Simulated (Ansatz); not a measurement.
Structure: a free-standing Janus 2H monolayer of FeBrI, at its r2SCAN minimum. The sheet's in-plane cell has a = 3.648 Å, b = 3.648 Å (γ = 120.0°), and its outermost atoms lie 3.14 Å apart along the normal. Fe has 3 I at 2.51 Å and 3 Br at 2.75 Å; Br has 3 Fe at 2.75 Å; I has 3 Fe at 2.51 Å.

```yaml
crystal:
  lattice:
    - [3.64791, 0.00000, 0.00000]
    - [-1.82395, 3.15918, 0.00000]
    - [0.00000, 0.00000, 30.50512]
  atoms:
    - { symbol: Fe, position: [0.33333, 0.66667, 0.29067] }
    - { symbol: Br, position: [0.66667, 0.33333, 0.34869] }
    - { symbol: I, position: [0.66667, 0.33333, 0.24574] }
```
Two periodic directions, a and b.

4 runs of the PAW code Ansatz on this cell differ in the functional (and in the settings that go with it). Levels are in eV from each run's valence top; v1 is the last filled band, c1 the first empty one.

Run A, mean stress 0.0 N/m (compression positive):
```
point     v5     v3     v1    c1    c2    c3
    Γ  -1.84  -1.01  -0.03  1.34  1.34  3.67
    M  -2.32  -1.33  -0.27  0.98  1.18  3.52
    K  -3.60  -1.07   0.00  0.66  1.24  4.56
```

Run B, mean stress +1.2 N/m (compression positive):
```
point     v5     v3     v1    c1    c2    c3
    Γ  -1.69  -1.64   0.00  3.56  3.56  5.02
    M  -2.29  -1.89  -0.84  3.29  3.58  5.24
    K  -3.39  -1.88  -0.58  2.86  3.70  6.20
```

Run C, mean stress -0.3 N/m (compression positive):
```
point     v5     v3     v1    c1    c2    c3
    Γ  -1.99  -0.89  -0.17  0.83  0.83  2.74
    M  -2.47  -1.26  -0.33  0.42  0.63  2.89
    K  -3.75  -0.88   0.00  0.21  0.61  3.91
```

Run D, mean stress +1.2 N/m (compression positive):
```
point     v5     v3     v1    c1    c2    c3
    Γ  -1.68  -1.61   0.00  2.81  2.81  4.38
    M  -2.27  -1.87  -0.82  2.54  2.82  4.50
    K  -3.37  -1.86  -0.56  2.11  2.94  5.47
```

**Question.** Match the runs to PBE, r2SCAN, HSE06, PBE0.

**Answer.** A is r2SCAN, B is PBE0, C is PBE, D is HSE06. In order of the gap: PBE 0.19, r2SCAN 0.66, HSE06 2.11, PBE0 2.86 eV. The stress vanishes for r2SCAN, which relaxed the cell.

The cell comes from a prototype generator: it can be a known phase or a hypothetical one. Spin polarisation is off.

Spin-orbit coupling is left out, which matters wherever the heavy atoms make up the band edges.

The program warns that its thresholds are loose for a hybrid's stress.

The meshes of the hybrids are coarse, so their gaps aren't converged to the digits shown.

For some runs the program warns that the potential is rough where the density is thin, which bears on empty states near the vacuum.
